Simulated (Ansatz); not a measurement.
Starting cell, SnO2 (rutile):

```
CELL_PARAMETERS angstrom
      4.82754     0.00000     0.00000
      0.00000     4.82754     0.00000
      0.00000     0.00000     3.23815
ATOMIC_POSITIONS crystal
  Sn 0.00000 0.00000 0.00000
  Sn 0.50000 0.50000 0.50000
  O  0.30658 0.30658 0.00000
  O  0.80658 0.19342 0.50000
  O  0.19342 0.80658 0.50000
  O  0.69342 0.69342 0.00000
```

In this cell atom 3 (O, nearest neighbour Sn at 2.089 Å; its periodic images, 3.2 Å or more away, move with it) is moved by s along Cartesian [110], unit vector (0.707, 0.707, 0.000); all other atoms and the cell stay fixed.

Level of theory: PBE (plane waves to 420 eV, PAW, scalar-relativistic; Ansatz, a program for electronic structure). k mesh 6×6×8 (Γ-centred), Fermi-Dirac smearing 0.05 eV. Energies are smeared free energies. Left out: 1 of 11 points, with atoms too close for the PAW data. SnO2 was relaxed with its symmetry unable to fall. The zero of ΔE is the undisplaced structure.

```tsv
s (Å)	ΔE (meV/cell)
-0.504	4220
-0.378	1967
-0.252	withheld
-0.126	170
0.000	0
0.126	154
0.252	606
0.378	1363
0.504	2444
0.630	3863
```

Q: Fit a polynomial form (powers 2, 3, 4) to the given rows and predict ΔE at s = -0.252.

A: Least squares on the 9 given rows: ΔE = (10750)·s² + (-6910)·s³ + (8583)·s⁴, in meV/cell with s in Å; root-mean-square residual 47.2 meV/cell. At -0.252 the fit gives 828 meV/cell; the calculation gives 756 meV/cell, so the interpolation is off by 72 (+9.5 %). The quadratic term alone would give 683 meV/cell.

(For displaced atoms, the force is minus the slope of the energy, and its curvature is a force constant, which sets phonon frequencies.)
